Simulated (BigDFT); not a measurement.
A self-consistent single point of the molecule C2H6ClNOSi2.

SMILES: N[Si@H]1OC=C[Si@H]1Cl
```xyz
13

N      2.3333     0.3142    -0.3501
Si     0.8353    -0.3592    -0.7948
O      0.4002    -1.3471     0.4949
C     -0.8114    -1.0369     1.0952
C     -1.6079    -0.0318     0.6939
Si    -1.0432     0.9974    -0.7505
Cl    -0.7735     2.8391     0.0832
H      2.2380     0.7342     0.5732
H      2.9992    -0.4455    -0.2283
H      1.0177    -1.1628    -2.0258
H     -1.0248    -1.7039     1.9221
H     -2.5498     0.2107     1.1665
H     -2.0132     0.9914    -1.8794
```

Method: LDA (Teter-Pade), Daubechies wavelet basis, HGH (Krack) norm-conserving potentials made for LDA, isolated boundary conditions (BigDFT 1.9.6).

BigDFT settings:

```
setting                            value
-------------------  -------------------
basis                Daubechies wavelets
dft.hgrids                     0.33 bohr
dft.rmult                            5 8
dft.ixc                                1
potentials            built-in HGH-K LDA
boundary_conditions                 free
dft.gnrm_cv                        1e-04
dft.itermax                           80
dft.idsx                               6
dft.nrepmax                            3
```

Results:

```
Property                               Value
-----------------------------  -------------
Number of valence electrons               40
Number of orbitals                        20
Size of the basis                     253432
Number of SCF iterations                  15
Grid steps along x, y, z        76 × 67 × 66
Total energy                   -1736.4803 eV
Largest force (vector length)     1.461 eV/Å
Dipole moment                         1.36 D
Highest occupied level              -6.13 eV
```

Forces (eV/Å):
```
atom      Fx      Fy      Fz
----  ------  ------  ------
N1    -0.285  -0.090  -0.089
Si2    0.231   0.146  -0.048
O3    -1.433   0.243   0.142
C4     0.518   0.287  -0.812
C5     0.421  -0.129  -0.820
Si6    0.028  -0.764   1.025
Cl7    0.056   0.317  -0.307
H8     0.138   0.455   0.178
H9     0.497  -0.092  -0.130
H10    0.022  -0.189   0.027
H11   -0.046  -0.197   0.352
H12   -0.249  -0.213   0.484
H13    0.103   0.226  -0.002
```

The grid can part forces that symmetry would make equal. Forces above 1 eV/Å remain at this geometry. The geometry comes from a cheaper method or was typed, in some cases with atoms then moved at random; it is not relaxed at this level, and the species need not be a known compound.

Cost on one core: about 2.2 core-minutes (a rough figure).
